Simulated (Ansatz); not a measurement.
Relaxed Bi₂Te₃ (Bi2Te3 type, space group R-3m):

```
Bi2Te3
1.0
    2.19356     1.26645    10.09527
   -2.19356     1.26645    10.09527
    0.00000    -2.53291    10.09527
Bi Te
2 3
Direct
  0.40015   0.40015   0.40015
  0.59985   0.59985   0.59985
  0.00000   0.00000   0.00000
  0.20935   0.20935   0.20935
  0.79065   0.79065   0.79065
```

In each cell atom 5 (Te, nearest neighbour Bi at 3.068 Å; its periodic images, 4.4 Å or more away, move with it) moves by s·(-0.715, 0.413, -0.564) (towards the nearest neighbour), the rest being held.

Level of theory: PBE-D3(BJ) (plane waves to 420 eV, PAW, scalar-relativistic; Ansatz, a program for electronic structure). k mesh 7×7×7 (Γ-centred), Fermi-Dirac smearing 0.05 eV. Energies are smeared free energies. As the smearing reaches across the gap at some points, energies and forces of such displacements shift with the k mesh and the smearing. F⊥ is the part of the force across the line. Bi2Te3 was relaxed with its symmetry unable to fall. Spin-orbit coupling is left out, though Bi and Te are heavy. ΔE is measured from the undisplaced structure.

### Question
What ΔE (meV/cell) and |F⊥| (eV/Å) does the calculation give at s (Å) = -0.736, -0.552, -0.368, -0.184, 0.368, 0.552?

### Answer
```
s (Å)   ΔE (meV/cell)  |F⊥| (eV/Å)
------  -------------  -----------
-0.736            697        0.705
-0.552            428        0.528
-0.368            215        0.348
-0.184             62        0.165
0.368             405        0.314
0.552            1107        0.473
```

(For displaced atoms, the force is minus the slope of the energy, and its curvature is a force constant, which sets phonon frequencies.)
